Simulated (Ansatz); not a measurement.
Geometry optimisation in Ansatz: input, command and trajectory.

```yaml
crystal:
  lattice:
    - [4.5813137634, 0.0, 0.0]
    - [0.0, 4.7071566703, 0.0]
    - [-1.1524608304, 0.0, 4.8842128128]
  atoms:
    - { symbol: Mg, position: [0.3073790454, 0.5, 0.1968279684] }
    - { symbol: Mg, position: [0.6926209546, 0.5, 0.8031720316] }
    - { symbol: Mg, position: [0.8073790454, 0.0, 0.1968279684] }
    - { symbol: Mg, position: [0.1926209546, 0.0, 0.8031720316] }
    - { symbol: C, position: [0.8053536902, 0.5, 0.2604230081] }
    - { symbol: C, position: [0.1946463098, 0.5, 0.7395769919] }
    - { symbol: C, position: [0.0, 0.5, 0.5] }
    - { symbol: C, position: [0.3053536902, 0.0, 0.2604230081] }
    - { symbol: C, position: [0.6946463098, 0.0, 0.7395769919] }
    - { symbol: C, position: [0.5, 0.0, 0.5] }
basis:
  ecutwfc: 420
kpoints:
  mp_grid: { grid: [6, 6, 6] }
hamiltonian:
  xc: pbesol
scf:
  occupations: { method: gaussian, width: 0.02 }
output:
  forces: true
  stress: true
  eigenvalues: true
relax:
  adjacent_minimum: "off"
  f_tol: 0.008
  max_steps: 40
  cell: { stress_tol: 0.015, fix: [a, angles] }
```

```bash
ansatz run input.yaml --threads 1 --pin off --max-ram 2560MiB --backend cpu --events-out ev --progress --plain --runs-dir out
```

Level of theory: DFT PBEsol, scalar-relativistic, plane waves, PAW in Ansatz.

Of 9 frames 8 are shown, positions in Å and forces in eV/Å; the SCF threshold varies from step to step. Steps run on the plane waves of an earlier cell, with a Pulay correction in the pressure. The basis is chosen afresh for the last frame, the zero of the energies, and at times for earlier ones too; energy and pressure can step there, also at an unchanged geometry. Where two frames share a geometry here, they differ by under 2 meV/atom and 0.3 GPa.

```xyz
10
Lattice="4.5813 0.0000 0.0000 0.0000 4.7072 0.0000 -1.1525 0.0000 4.8842" Properties=species:S:1:pos:R:3:forces:R:3 pbc="T T T" step=1 free_energy_over_end_meV_per_atom=0.77 pressure_GPa=3.58
Mg    1.1814    2.3536    0.9614   -0.0288    0.0000   -0.0232
Mg    2.2475    2.3536    3.9229    0.0288    0.0000    0.0232
Mg    3.4720    0.0000    0.9614   -0.0288    0.0000   -0.0232
Mg   -0.0432    0.0000    3.9229    0.0288    0.0000    0.0232
C     3.3895    2.3536    1.2720   -0.0713    0.0000   -0.2072
C     0.0394    2.3536    3.6123    0.0713    0.0000    0.2072
C    -0.5762    2.3536    2.4421    0.0000    0.0000    0.0000
C     1.0988    0.0000    1.2720   -0.0713    0.0000   -0.2072
C     2.3301    0.0000    3.6123    0.0713    0.0000    0.2072
C     1.7144    0.0000    2.4421    0.0000    0.0000    0.0000
10
Lattice="4.5813 0.0000 -0.0022 0.0000 4.7159 0.0000 -1.1548 0.0000 4.9043" Properties=species:S:1:pos:R:3:forces:R:3 pbc="T T T" step=2 free_energy_over_end_meV_per_atom=0.30 pressure_GPa=2.52
Mg    1.1787    2.3579    0.9606   -0.0126    0.0000    0.0002
Mg    2.2479    2.3579    3.9415    0.0126    0.0000   -0.0002
Mg    3.4693    0.0000    0.9595   -0.0126    0.0000    0.0002
Mg   -0.0428    0.0000    3.9426    0.0126    0.0000   -0.0002
C     3.3902    2.3579    1.2748    0.0148    0.0000   -0.0672
C     0.0363    2.3579    3.6273   -0.0148    0.0000    0.0672
C    -0.5774    2.3579    2.4521    0.0000    0.0000    0.0000
C     1.0996    0.0000    1.2758    0.0148    0.0000   -0.0672
C     2.3270    0.0000    3.6263   -0.0148    0.0000    0.0672
C     1.7133    0.0000    2.4511    0.0000    0.0000    0.0000
10
Lattice="4.5813 0.0000 -0.0037 0.0000 4.7226 0.0000 -1.1564 0.0000 4.9187" Properties=species:S:1:pos:R:3:forces:R:3 pbc="T T T" step=3 free_energy_over_end_meV_per_atom=0.23 pressure_GPa=1.85
Mg    1.1792    2.3613    0.9620   -0.0069    0.0000   -0.0100
Mg    2.2457    2.3613    3.9529    0.0069    0.0000    0.0100
Mg    3.4699    0.0000    0.9602   -0.0069    0.0000   -0.0100
Mg   -0.0449    0.0000    3.9548    0.0069    0.0000    0.0100
C     3.3960    2.3613    1.2749    0.0248    0.0000    0.0072
C     0.0290    2.3613    3.6401   -0.0248    0.0000   -0.0072
C    -0.5782    2.3613    2.4593    0.0000    0.0000    0.0000
C     1.1053    0.0000    1.2767    0.0248    0.0000    0.0072
C     2.3196    0.0000    3.6382   -0.0248    0.0000   -0.0072
C     1.7125    0.0000    2.4575    0.0000    0.0000    0.0000
10
Lattice="4.5813 0.0000 -0.0041 0.0000 4.7186 0.0000 -1.1568 0.0000 4.9224" Properties=species:S:1:pos:R:3:forces:R:3 pbc="T T T" step=4 free_energy_over_end_meV_per_atom=0.21 pressure_GPa=1.84
Mg    1.1791    2.3593    0.9611   -0.0001    0.0000    0.0011
Mg    2.2454    2.3593    3.9572    0.0001    0.0000   -0.0011
Mg    3.4697    0.0000    0.9590   -0.0001    0.0000    0.0011
Mg   -0.0452    0.0000    3.9592    0.0001    0.0000   -0.0011
C     3.3985    2.3593    1.2747    0.0152    0.0000    0.0130
C     0.0260    2.3593    3.6435   -0.0152    0.0000   -0.0130
C    -0.5784    2.3593    2.4612    0.0000    0.0000    0.0000
C     1.1079    0.0000    1.2768    0.0152    0.0000    0.0130
C     2.3166    0.0000    3.6415   -0.0152    0.0000   -0.0130
C     1.7122    0.0000    2.4591    0.0000    0.0000    0.0000
10
Lattice="4.5813 0.0000 -0.0041 0.0000 4.7174 0.0000 -1.1569 0.0000 4.9227" Properties=species:S:1:pos:R:3:forces:R:3 pbc="T T T" step=5 free_energy_over_end_meV_per_atom=0.20 pressure_GPa=1.91
Mg    1.1798    2.3587    0.9612   -0.0009    0.0000   -0.0022
Mg    2.2447    2.3587    3.9573    0.0009    0.0000    0.0022
Mg    3.4704    0.0000    0.9591   -0.0009    0.0000   -0.0022
Mg   -0.0460    0.0000    3.9594    0.0009    0.0000    0.0022
C     3.4004    2.3587    1.2744   -0.0063    0.0000   -0.0065
C     0.0241    2.3587    3.6442    0.0063    0.0000    0.0065
C    -0.5784    2.3587    2.4613    0.0000    0.0000    0.0000
C     1.1097    0.0000    1.2764   -0.0063    0.0000   -0.0065
C     2.3147    0.0000    3.6421    0.0063    0.0000    0.0065
C     1.7122    0.0000    2.4593    0.0000    0.0000    0.0000
10
Lattice="4.5813 0.0000 -0.0041 0.0000 4.7173 0.0000 -1.1569 0.0000 4.9226" Properties=species:S:1:pos:R:3:forces:R:3 pbc="T T T" step=6 free_energy_over_end_meV_per_atom=0.20 pressure_GPa=1.90
Mg    1.1795    2.3586    0.9610    0.0001    0.0000    0.0000
Mg    2.2449    2.3586    3.9574   -0.0001    0.0000    0.0000
Mg    3.4702    0.0000    0.9590    0.0001    0.0000    0.0000
Mg   -0.0457    0.0000    3.9595   -0.0001    0.0000    0.0000
C     3.3999    2.3586    1.2744   -0.0001    0.0000    0.0001
C     0.0245    2.3586    3.6441    0.0001    0.0000   -0.0001
C    -0.5784    2.3586    2.4613    0.0000    0.0000    0.0000
C     1.1093    0.0000    1.2765   -0.0001    0.0000    0.0001
C     2.3152    0.0000    3.6420    0.0001    0.0000   -0.0001
C     1.7122    0.0000    2.4592    0.0000    0.0000    0.0000
10
Lattice="4.5813 0.0000 -0.0041 0.0000 4.7173 0.0000 -1.1569 0.0000 4.9226" Properties=species:S:1:pos:R:3:forces:R:3 pbc="T T T" step=7 free_energy_over_end_meV_per_atom=0.00 pressure_GPa=1.93
Mg    1.1795    2.3586    0.9610    0.0001    0.0000    0.0000
Mg    2.2449    2.3586    3.9574   -0.0001    0.0000    0.0000
Mg    3.4702    0.0000    0.9590    0.0001    0.0000    0.0000
Mg   -0.0457    0.0000    3.9595   -0.0001    0.0000    0.0000
C     3.3999    2.3586    1.2744    0.0001    0.0000    0.0006
C     0.0245    2.3586    3.6441   -0.0001    0.0000   -0.0006
C    -0.5784    2.3586    2.4613    0.0000    0.0000    0.0000
C     1.1093    0.0000    1.2765    0.0001    0.0000    0.0006
C     2.3152    0.0000    3.6420   -0.0001    0.0000   -0.0006
C     1.7122    0.0000    2.4592    0.0000    0.0000    0.0000
10
Lattice="4.5813 0.0000 -0.0041 0.0000 4.7188 0.0000 -1.1568 0.0000 4.9224" Properties=species:S:1:pos:R:3:forces:R:3 pbc="T T T" step=9 free_energy_over_end_meV_per_atom=0.00 pressure_GPa=1.90
Mg    1.1795    2.3594    0.9610   -0.0001    0.0000   -0.0001
Mg    2.2450    2.3594    3.9573    0.0001    0.0000    0.0001
Mg    3.4702    0.0000    0.9590   -0.0001    0.0000   -0.0001
Mg   -0.0457    0.0000    3.9594    0.0001    0.0000    0.0001
C     3.3998    2.3594    1.2745    0.0000    0.0000   -0.0003
C     0.0247    2.3594    3.6439    0.0000    0.0000    0.0003
C    -0.5784    2.3594    2.4612    0.0000    0.0000    0.0000
C     1.1091    0.0000    1.2765    0.0000    0.0000   -0.0003
C     2.3153    0.0000    3.6418    0.0000    0.0000    0.0003
C     1.7122    0.0000    2.4592    0.0000    0.0000    0.0000
```

It took 49 s on 1 thread of AMD EPYC 9R45 96-Core Processor (Zen 5), with other jobs on the host, peak memory 0.59 GiB.